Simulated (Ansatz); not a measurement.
Problem. Each is relaxed and computed with r²SCAN (plane waves, PAW; program Ansatz). Which is the only metal?
A. Ti4GaC3, P6_3/mmc (Pearson symbol hP16)
B. TiS2O8, R3 (Pearson symbol hR33)
C. GaCuSe2, chalcopyrite
D. TiO2, rutile

Solution. A, Ti4GaC3, P6_3/mmc (Pearson symbol hP16). Ti4GaC3: metal; TiS2O8: gap 2.77 eV; TiO2: gap 2.22 eV (direct); GaCuSe2: gap 0.57 eV (direct). Standing as an ambient phase not checked: Ti4GaC3, P6_3/mmc (Pearson symbol hP16); TiS2O8, R3 (Pearson symbol hR33). All cells were relaxed under the symmetry of their starts (and spin orders); stability against distortions was not tested throughout. Rows with no word on spin ran without spin polarisation. Scalar-relativistic: spin–orbit coupling is off unless named, which matters more the heavier the elements.

Potentials: the later of the program's two PAW sets.
